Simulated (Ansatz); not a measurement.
Relaxed-ion elastic tensor of LiCl (rock salt, Fm-3m) in GPa (Voigt order), PBEsol in the plane-wave PAW code Ansatz; density 2.17 g/cm³, 16.24 Å³ per atom.

```
63.3  20.9  20.9   0.0   0.0   0.0
20.9  63.3  20.9   0.0   0.0   0.0
20.9  20.9  63.3   0.0   0.0   0.0
 0.0   0.0   0.0  25.5   0.0   0.0
 0.0   0.0   0.0   0.0  25.5   0.0
 0.0   0.0   0.0   0.0   0.0  25.5
```

Q: Is the crystal mechanically stable?

A: Yes: the smallest eigenvalue of C is 25.5 GPa.

Q: Work out the Voigt, Reuss and Hill averages.

A: K_V = 35.0, K_R = 35.0, K_H = 35.0; G_V = 23.7, G_R = 23.5, G_H = 23.6 GPa.

Q: Give Young's modulus, Poisson's ratio, Pugh's ratio and the universal anisotropy index.

A: E = 9KG/(3K + G) = 57.9 GPa; ν = 0.22; K/G = 1.48 (brittle by the Pugh limit of 1.75); A_U = 5G_V/G_R + K_V/K_R − 6 = 0.04.

Q: Estimate the sound speeds and the Debye temperature.

A: v_l = √((K + 4G/3)/ρ) = 5540 m/s, v_t = √(G/ρ) = 3300 m/s, mean 3660 m/s; Θ = (h/k)(3n/4πV)^(1/3) v_m = 430 K.

Q: Give the Zener ratio and Young's modulus along [100], [110] and [111].

A: A = 2C44/(C11 − C12) = 1.20; 1/E = S11 − 2(S11 − S12 − S44/2)Γ with Γ = 0, 1/4, 1/3 gives 52.9, 59.1, 61.5 GPa.

The cell was relaxed with PBEsol under the symmetry of its start.

Potentials: the earlier of the program's two PAW sets. The files were generated under PBE; for other functionals the program regenerates the frozen cores, and for LDA and PBEsol the local potential too.
